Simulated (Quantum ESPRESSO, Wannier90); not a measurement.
# GaS (R-3m): Wannier90 run

```xyz
4
Lattice="-1.8018 3.1209 0.0000 -3.6036 0.0000 0.0000 -1.8018 1.0403 7.9893" Properties=species:S:1:pos:R:3 pbc="T T T"
Ga     0.0000     0.0000    -1.2180
Ga     0.0000     0.0000     1.2180
S      1.8018    -1.0403    -2.2837
S     -1.8018     1.0403     2.2837
```

Cell from Materials Project (mp-9889), symmetrised, no further relaxation. Not found in the COD (Crystallography Open Database) copy used, which has the formula in other groups; not checked further. Computed values, not measurements, from PBEsol: Quantum ESPRESSO (norm-conserving PseudoDojo potentials, cutoff 64 Ry, spinors with spin-orbit coupling) on a Γ-centred 6×6×6 mesh, then Wannier90. Density: 10×10×10 mesh, cold smearing 0.01 Ry. The cell is built of weakly bound layers, chains or molecules, whose nearest atoms lie 4.00 Å apart. Database cells relaxed without dispersion often hold them too far apart, which can enlarge gaps and weakens couplings between them; spacing and stacking were not compared with the measured crystal.

Bands 21-38 form an isolated set from -14.04 to 0.00 eV relative to the valence-band maximum (on the path) and are turned into 18 Wannier functions by minimising the spread from the start: SCDM (isolated).

Task: Where do the functions sit, how wide are they and what are they made of?

Result: 
| functions | spread (Å²) | nearest atom, distance (Å) | second atom, distance (Å) | weight on atomic waves |
|---|---|---|---|---|
| 12 | 1.72 | S 0.81 | Ga 1.53 | S 3p 54 %, Ga 4p 20 %, S 3s 12 % |
| 4 | 1.69 | S 0.33 | Ga 2.50 | S 3p 58 %, S 3s 34 % |
| 2 | 2.13 | Ga 1.22 | Ga 1.22 | Ga 4s 49 %, Ga 4p 47 % |

Ω_I = 29.07 Å², Ω_total = 31.70 Å²; the interpolated bands follow pw.x to 8.6 meV rms on the path. Only this start was tried; a symmetric start can stop on a saddle, and mixtures of these functions could lower the total by at most Ω_total − Ω_I.
